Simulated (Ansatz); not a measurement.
Simulated powder pattern, Cu Kα, λ = 1.54184 Å (kinematic, ideal powder, no thermal factors, no anomalous dispersion; the 30 strongest lines at most, above 1 %, up to 2θ = 90°):

```csv
2θ (°),d (Å),I/Imax (%)
14.60,6.067,100
29.44,3.034,8.2
32.79,2.732,22
33.63,2.665,37
36.06,2.491,18
39.82,2.264,68
44.64,2.030,4.5
44.81,2.022,7.6
50.29,1.814,31
56.63,1.625,5.8
58.53,1.577,16
60.67,1.526,16
61.09,1.517,4.7
63.57,1.464,5.9
66.86,1.399,5.9
68.73,1.366,2.5
69.22,1.357,5.3
70.70,1.332,2.6
71.09,1.326,4.6
73.13,1.294,11
76.49,1.245,1.0
76.62,1.244,9.7
78.88,1.213,1.1
79.23,1.209,4.3
80.74,1.190,8.1
85.86,1.132,1.9
88.08,1.109,1.3
89.69,1.093,11
```

The pattern belongs to a structure relaxed with PBE+D3(BJ) (plane waves, PAW; program Ansatz).

Task: Which compound is it?
A) TiS2, CdI2 type
B) WS2, P6_3/mmc (W on 2c, S on 4f)
C) WSe2, P6_3/mmc (W on 2c, Se on 4f)
D) MoSe2, P6_3/mmc (Mo on 2c, Se on 4f)

Result: B, WS2, P6_3/mmc (W on 2c, S on 4f)

Task: Give the lattice parameters.

Result: a = 3.154 Å, c = 12.135 Å.

Symmetry was held in the PBE+D3(BJ) relaxation. The run is not spin-polarised. Spin–orbit coupling is left out wherever it is not named.

Potentials: the earlier of the program's two PAW sets.
